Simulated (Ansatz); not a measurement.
## Fixed-spin-moment curve of HfSc (P-6m2)

```
CELL_PARAMETERS angstrom
3.24012 0.00000 0.00000
-1.62006 2.80603 0.00000
0.00000 0.00000 5.10413
ATOMIC_POSITIONS crystal
Hf 0.66667 0.33333 0.50000
Sc 0.33333 0.66667 0.00000
```

The geometry is a structure from the Materials Project, held fixed and not relaxed.

Settings: LDA, 10×10×6 k mesh, Fermi–Dirac smearing of 0.03 eV. PAW means Ansatz 0.2.0 on its default frozen-core files; LAPW is all-electron LAPW in Ansatz 0.2.0. Site moments are integrated in spheres about the atoms, whose radii differ between the methods. Start moments of the first PAW run (μB): Hf1 0.6, Sc2 1.

Each run fixes M = N↑ − N↓ with two Fermi levels; the holding field B = (E_F↑ − E_F↓)/2μB is the slope of the free energy against M over μB. Energies count from each method's free run. The held moment starts spread evenly over Hf1, Sc2.

The free PAW run: The moments died out: the run ends unmagnetised.

| M (μB/cell) | ΔF PAW (meV/cell) | ΔF LAPW (meV/cell) | B, PAW (T) | largest site moment, PAW (μB) | pressure, PAW (GPa) |
| --- | --- | --- | --- | --- | --- |
| 0.00 | 0.0 | 0.0 | – | 0.00 | -6.6 |
| 0.40 | +13.6 | +13.7 | +1156 | 0.15 | -6.6 |
| 0.80 | +63.7 | +63.8 | +3497 | 0.28 | -6.3 |
| 1.20 | +166.5 | +166.6 | +5243 | 0.39 | -6.1 |
| 1.80 | +387.1 | – | +7265 | 0.61 | -5.1 |
| 2.40 | +672.0 | +672.1 | +9427 | 0.83 | -3.8 |
| 3.20 | +1180.6 | – | +12530 | 1.10 | -1.0 |

Check μB·B = dF/dM between M = 2.40 and 3.20 μB with the PAW numbers.

ΔF/ΔM = +508.6 meV / 0.80 = +635.8 meV per μB, which is +10983 T with μB = 0.05788 meV/T. The mean of the two holding fields is +10978 T. The slope equals the mean of B over the step, so the two agree where B(M) is nearly straight between its ends, and here they lie within a tenth of each other.

Separate runs put a uniform field on the spins (g = 2):

```
field (T)  M PAW (μB/cell)  M LAPW (μB/cell)
      200            0.069             0.069
     1000            0.342             0.342
     3000            0.729             0.728
```

The PAW files were made with PBE; the program remakes their cores once for the run's functional and then keeps them frozen. The Ansatz runs typed with the search for lower states off end where their start leads. Spin–orbit coupling is left out although heavy atoms are present. The magnetic state is the one that this cell and start allow. It needn't be the compound's measured order, which may need a larger cell or be absent.
